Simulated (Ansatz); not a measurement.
Theory: DFT PBE, scalar-relativistic, plane waves, PAW (Ansatz 0.2.0). Settings: cutoff 420 eV, Γ-centred meshes spaced at most about 0.3 Å⁻¹, and about 0.25 Å⁻¹ or finer for metals (2π included), Gaussian smearing. No spin polarisation in the final relaxations.

All energies are static (0 K, no zero-point motion).

Two forms of Sc2SiF2 were relaxed alike.

1. Space group P-6m2 (No. 187), hexagonal, a = 3.733 Å, c = 6.335 Å. Sc has 6 F at 2.60 Å, 3 Si at 2.75 Å and 1 Sc at 2.92 Å; Si has 6 Sc at 2.75 Å and 2 F at 3.17 Å; around F on its first site lie 3 F at 2.16 Å and 6 Sc at 2.60 Å; F on its second site has 3 F at 2.16 Å, 6 Sc at 2.60 Å and 2 Si at 3.17 Å.

2. Space group P-3m1 (No. 164), trigonal, a = 3.747 Å, c = 6.383 Å. Sc is surrounded by 4 F at 2.26–2.36 Å and 3 Si at 2.68 Å; around Si lie 6 Sc at 2.68 Å; F has 4 Sc at 2.26–2.36 Å and 3 F at 2.53 Å.

**Question.** Which form is favoured at zero pressure, and by what margin per atom?

**Answer.** Cell 2 is lower, by 0.61 eV/atom. Cell 1 has space group P-6m2 (No. 187), 15.3 Å³/atom and no gap on its mesh; cell 2 has space group P-3m1 (No. 164), 15.5 Å³/atom and no gap. The shortest distance is 2.16 Å (F–F) in cell 1 and 2.26 Å (Sc–F) in cell 2. Both come from invented guesses. A third cell relaxed alike, in I4/mmm, lies 23 meV/atom below the lower of the two.

The zero gap of P-3m1 may come from the functional, which often closes small gaps, or the cell may be a true semimetal. Cells relaxed within their symmetry can be saddle points.
